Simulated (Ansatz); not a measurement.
## Random displacements in Ta

The calculation used DFT r2SCAN, scalar-relativistic, plane waves, PAW in Ansatz 0.2.0. The runs took a 500 eV cutoff, a Γ-centred 10×10×10 mesh and Gaussian smearing (0.15 eV). Spin–orbit coupling is left out, which can shift energies with elements as heavy as these. No spin polarisation. Energies are free energies at this smearing, counted from the undisturbed cell; pressure is positive in compression.

The starting cell (as given, not relaxed at this level; this fcc form isn't the usual structure):

```
Ta
1.0
     0.00000    4.22000    4.22000
     4.22000    0.00000    4.22000
     4.22000    4.22000    0.00000
Ta
8
Direct
  0.00000 0.00000 0.00000
  0.00000 0.00000 0.50000
  0.00000 0.50000 0.00000
  0.00000 0.50000 0.50000
  0.50000 0.00000 0.00000
  0.50000 0.00000 0.50000
  0.50000 0.50000 0.00000
  0.50000 0.50000 0.50000
```

The atoms are displaced (Å, in the unstrained cell):

| atom | ux | uy | uz |
| --- | --- | --- | --- |
| Ta1 | 0.023 | 0.052 | 0.027 |
| Ta2 | 0.015 | 0.007 | 0.031 |
| Ta3 | -0.037 | -0.084 | -0.036 |
| Ta4 | -0.086 | -0.049 | -0.050 |
| Ta5 | 0.065 | -0.029 | -0.010 |
| Ta6 | -0.043 | -0.001 | -0.056 |
| Ta7 | 0.007 | 0.077 | 0.021 |
| Ta8 | 0.055 | 0.027 | 0.072 |

Strain (Voigt, engineering shear): (-0.0126, 0.0757, 0.0127, -0.0208, 0.0300, -0.0201).

**Question.** What are the energy change, the stress and the forces?

**Answer.** ΔE = 82.9 meV/atom; stress (xx, yy, zz, yz, xz, xy; compression positive) (-17.51, -10.65, -13.09, 0.19, -1.22, 0.69) GPa.
| atom | Fx (eV/Å) | Fy | Fz |
| --- | --- | --- | --- |
| Ta1 | -0.43 | -0.17 | -0.40 |
| Ta2 | -0.05 | -0.02 | -0.67 |
| Ta3 | 0.26 | 0.27 | 0.57 |
| Ta4 | 0.18 | 0.38 | 0.46 |
| Ta5 | -0.22 | 0.00 | 0.32 |
| Ta6 | 0.64 | 0.19 | 0.59 |
| Ta7 | 0.07 | -0.45 | -0.08 |
| Ta8 | -0.47 | -0.19 | -0.79 |

Cost: 1 run of about 5.6 core-minutes, on Oxide Virtual Turin-like Processor (Zen 5) (shared hosts).